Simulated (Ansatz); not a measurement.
According to DFT-r²SCAN+D4 in the program Ansatz with PAW potentials, GeSb2Te4 in the trigonal phase (R-3m; Ge on 3a, Sb on 6c, Te on 6c, Te on 6c) relaxes to a = 4.262 Å, c = 41.613 Å. Ge has 6 nearest neighbours from 2.98 Å (octahedral); Sb has 6 nearest neighbours from 2.99 Å (octahedral); Te on 6c has 3 nearest neighbours from 2.99 Å (trigonal pyramidal); Te on 6c has 6 nearest neighbours from 2.98 Å (octahedral). Against the elements it lies at -0.10 eV/atom, with no fitted shifts.

The Kohn–Sham gap is 0.38 eV (indirect). HSE06 on the same cell gives 0.58 eV. Gap from r²SCAN+D4 with spin–orbit coupling: 0.09 eV. The electron mass is 0.063, 0.11, 0.22 mₑ (principal values). The hole mass is 0.060, 0.060, 0.42 mₑ (principal values).

An equation-of-state fit gives a bulk modulus of 25.8 GPa. Bader charges are Ge +0.44, Sb +0.60, Te -0.47 to -0.35 e.

The cell was relaxed with r²SCAN+D4 under the symmetry of its start. The references are the lowest solids computed at this level, not always the standard phases. Scalar-relativistic: spin–orbit coupling is off unless named, which matters more the heavier the elements.

Potentials: the later of the program's two PAW sets.
